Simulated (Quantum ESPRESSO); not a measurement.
# Mg2GaS3F: input and log of a self-consistent run

Simulated, not a measurement. The program is pw.x of Quantum ESPRESSO 7.5 (plane-wave density functional theory). The cell is made up: 7 atoms on a zincblende/diamond lattice with one site empty, with randomly drawn elements, strain and displacements, not relaxed. PseudoDojo standard norm-conserving files (v0.5 for PBE, v0.4.1 for LDA and PBEsol) set the functional; there is no spin polarisation, spin-orbit coupling or dispersion term, and the masses in the input are unused placeholders.

Input:

```
&control calculation='scf', pseudo_dir='./dojo.nc.sr.pbe.v0_5.standard.upf', outdir='./o', disk_io='low', tprnfor=.true., tstress=.true. /
&system ibrav=0, nat=7, ntyp=4, nbnd=35, ecutwfc=105.61755193, nosym=.true., tot_charge=0,
 occupations='smearing', smearing='fd', degauss=0.0018374661
/
&electrons conv_thr=7.350e-09, electron_maxstep=60, /
ATOMIC_SPECIES
F 1.0 F.upf
Ga 1.0 Ga.upf
Mg 1.0 Mg.upf
S 1.0 S.upf
CELL_PARAMETERS angstrom
5.3798 0.0692 0.0667
0.0692 5.2884 0.0028
0.0667 0.0028 5.2352
ATOMIC_POSITIONS angstrom
Mg 0.0656 2.6892 2.5936
Ga 2.7157 0.0899 2.6306
Mg 2.7333 2.6731 0.0524
S 1.3667 1.2986 1.3159
S 1.4248 3.9703 3.9683
F 4.0469 1.3651 3.9519
S 4.0722 4.0426 1.3019
K_POINTS automatic
6 6 6 1 1 1
```

The log is shortened where brackets say so; the opening notice, blank lines, dates and the lines on written files are dropped, and the path of the files is cut. It prints rydbergs, bohrs and kilobars, and counts compression as positive stress. With no partly filled state, the Fermi energy that it prints is only some level between the filled and the empty states on the mesh, and need not lie in the true gap.

```
     Program PWSCF v.7.5
     Parallel version (MPI & OpenMP), running on       4 processor cores
     Number of MPI processes:                 4
     Threads/MPI process:                     1
     [start-up lines left out]
     bravais-lattice index     =            0
     lattice parameter (alat)  =      10.1680  a.u.
     unit-cell volume          =    1004.7975 (a.u.)^3
     number of atoms/cell      =            7
     number of atomic types    =            4
     number of electrons       =        58.00
     number of Kohn-Sham states=           35
     kinetic-energy cutoff     =     105.6176  Ry
     charge density cutoff     =     422.4702  Ry
     scf convergence threshold =      7.3E-09
     mixing beta               =       0.7000
     number of iterations used =            8  plain     mixing
     Exchange-correlation= PBE
                           (   1   4   3   4   0   0   0)
     [axes and pseudopotential details left out]
   Cartesian axes
     site n.     atom                  positions (alat units)
         1        Mg     tau(   1) = (   0.0121918   0.4997901   0.4820228  )
         2        Ga     tau(   2) = (   0.5047152   0.0167080   0.4888993  )
         3        Mg     tau(   3) = (   0.5079862   0.4967979   0.0097386  )
         4        S      tau(   4) = (   0.2540024   0.2413459   0.2445611  )
         5        S      tau(   5) = (   0.2648003   0.7378837   0.7375120  )
         6        F      tau(   6) = (   0.7521198   0.2537050   0.7344640  )
         7        S      tau(   7) = (   0.7568219   0.7513207   0.2419592  )
     number of k points=   108  Fermi-Dirac smearing, width (Ry)=  0.0018
     Number of k-points >= 100: set verbosity='high' to print them.
     Dense  grid:   147283 G-vectors     FFT dimensions: (  72,  72,  72)
     Estimated max dynamical RAM per process >     450.38 MB
     Estimated total dynamical RAM >       1.65 GB
     Initial potential from superposition of free atoms
     starting charge      57.9956, renormalised to      58.0000
     Starting wfcs are   35 randomized atomic wfcs
     total cpu time spent up to now is        5.7 secs
     per-process dynamical memory:   378.3 Mb
     Self-consistent Calculation
     iteration #  1     ecut=   105.62 Ry     beta= 0.70
     Davidson diagonalization with overlap
     ethr =  1.00E-02,  avg # of iterations =  5.3
     total cpu time spent up to now is       20.0 secs
     total energy              =    -506.11076239 Ry
     estimated scf accuracy    <       0.60259764 Ry
     iteration #  2     ecut=   105.62 Ry     beta= 0.70
     Davidson diagonalization with overlap
     ethr =  1.04E-03,  avg # of iterations =  2.1
     total cpu time spent up to now is       32.3 secs
     total energy              =    -506.24524983 Ry
     estimated scf accuracy    <       0.42911108 Ry
     iteration #  3     ecut=   105.62 Ry     beta= 0.70
     Davidson diagonalization with overlap
     ethr =  7.40E-04,  avg # of iterations =  2.0
     total cpu time spent up to now is       43.4 secs
     total energy              =    -506.34132379 Ry
     estimated scf accuracy    <       0.02889914 Ry
     iteration #  4     ecut=   105.62 Ry     beta= 0.70
     Davidson diagonalization with overlap
     ethr =  4.98E-05,  avg # of iterations =  6.2
     total cpu time spent up to now is       57.5 secs
     total energy              =    -506.34774476 Ry
     estimated scf accuracy    <       0.00247364 Ry
     iteration #  5     ecut=   105.62 Ry     beta= 0.70
     Davidson diagonalization with overlap
     ethr =  4.26E-06,  avg # of iterations =  5.5
     total cpu time spent up to now is       70.8 secs
     total energy              =    -506.34816206 Ry
     estimated scf accuracy    <       0.00047808 Ry
     iteration #  6     ecut=   105.62 Ry     beta= 0.70
     Davidson diagonalization with overlap
     ethr =  8.24E-07,  avg # of iterations =  2.0
     total cpu time spent up to now is       82.4 secs
     total energy              =    -506.34827313 Ry
     estimated scf accuracy    <       0.00003610 Ry
     iteration #  7     ecut=   105.62 Ry     beta= 0.70
     Davidson diagonalization with overlap
     ethr =  6.22E-08,  avg # of iterations =  2.0
     total cpu time spent up to now is       93.3 secs
     total energy              =    -506.34828035 Ry
     estimated scf accuracy    <       0.00000191 Ry
     iteration #  8     ecut=   105.62 Ry     beta= 0.70
     Davidson diagonalization with overlap
     ethr =  3.29E-09,  avg # of iterations =  2.4
     total cpu time spent up to now is      105.3 secs
     total energy              =    -506.34828102 Ry
     estimated scf accuracy    <       0.00000020 Ry
     iteration #  9     ecut=   105.62 Ry     beta= 0.70
     Davidson diagonalization with overlap
     ethr =  3.45E-10,  avg # of iterations =  2.8
     total cpu time spent up to now is      117.7 secs
     total energy              =    -506.34828107 Ry
     estimated scf accuracy    <       0.00000004 Ry
     iteration # 10     ecut=   105.62 Ry     beta= 0.70
     Davidson diagonalization with overlap
     ethr =  7.69E-11,  avg # of iterations =  2.0
     total cpu time spent up to now is      129.2 secs
     End of self-consistent calculation
     Number of k-points >= 100: set verbosity='high' to print the bands.
     the Fermi energy is     4.7719 ev
!    total energy              =    -506.34828109 Ry
     estimated scf accuracy    <          1.8E-09 Ry
     smearing contrib. (-TS)   =      -0.00000000 Ry
     internal energy E=F+TS    =    -506.34828109 Ry
     The total energy is F=E-TS. E is the sum of the following terms:
     one-electron contribution =    -336.19483594 Ry
     hartree contribution      =     184.91024665 Ry
     xc contribution           =    -103.74817990 Ry
     ewald contribution        =    -251.31551190 Ry
     convergence has been achieved in  10 iterations
     Forces acting on atoms (cartesian axes, Ry/au):
     atom    1 type  3   force =    -0.02509418   -0.01730232    0.03286970
     atom    2 type  2   force =    -0.01554202   -0.03556284    0.01095859
     atom    3 type  3   force =     0.02267524   -0.03285590   -0.03224844
     atom    4 type  4   force =     0.00635262   -0.04529705   -0.00075931
     atom    5 type  4   force =     0.01623531    0.05926071   -0.00193418
     atom    6 type  1   force =    -0.02758176    0.02088378   -0.02564431
     atom    7 type  4   force =     0.02295479    0.05087363    0.01675795
     Total force =     0.131878     Total SCF correction =     0.000076
     Computing stress (Cartesian axis) and pressure
          total   stress  (Ry/bohr**3)                   (kbar)     P=       27.63
   0.00021687  -0.00009418   0.00013332           31.90      -13.85       19.61
  -0.00009418   0.00012033   0.00000542          -13.85       17.70        0.80
   0.00013332   0.00000542   0.00022630           19.61        0.80       33.29
     init_run     :      5.46s CPU      5.67s WALL (       1 calls)
     electrons    :    123.07s CPU    123.50s WALL (       1 calls)
     forces       :      1.86s CPU      1.88s WALL (       1 calls)
     stress       :      6.71s CPU      6.72s WALL (       1 calls)
     [timing details left out]
     PWSCF        :   2m17.21s CPU   2m17.95s WALL
     JOB DONE.
```

In other units: free energy -6889.219 eV for the cell, pressure 2.76 GPa, largest force component 1.524 eV/Å. This run is the check on a run of the same cell at 1143 eV and a 4 x 4 x 4 mesh: rerunning at 1437 eV and a 6 x 6 x 6 mesh moved values by no more than 0.003 eV in energy, 0.02 GPa in stress and 0.006 eV/Å in force.